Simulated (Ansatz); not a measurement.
A trial cell of MgO was relaxed with r2SCAN (plane waves to 500 eV, PAW, scalar-relativistic; Ansatz, a program for electronic structure).

Before: P3₂21 (No. 154), hP6; a = 3.226 Å, b = 3.226 Å, c = 7.392 Å, α = 90.00°, β = 90.00°, γ = 120.00°.

After relaxation:

Simulated powder pattern, Cu Kα, λ = 1.54184 Å (kinematic, ideal powder, no thermal factors, no anomalous dispersion; the 24 strongest lines at most, above 1 %, up to 2θ = 90°):

```tsv
2θ (°)	I/Imax (%)
37.03	10
43.03	100
62.48	56
74.91	7.0
78.87	17
```

Task: Identify the relaxed structure from its pattern: crystal system, space group and cell.

Result: Cubic, Fm-3m (No. 225), cF8, rock salt type; a = b = c = 4.204 Å, α = β = γ = 90.00°. Sites: Mg 4b (0.500, 0.500, 0.500); O 4a (0.000, 0.000, 0.000).

Task: Index the strongest lines.

Result: 37.03° (111), 43.03° (200), 62.48° (220), 74.91° (311), 78.87° (222).

No spin polarisation in the result.

The run could not lose the symmetry of its start.
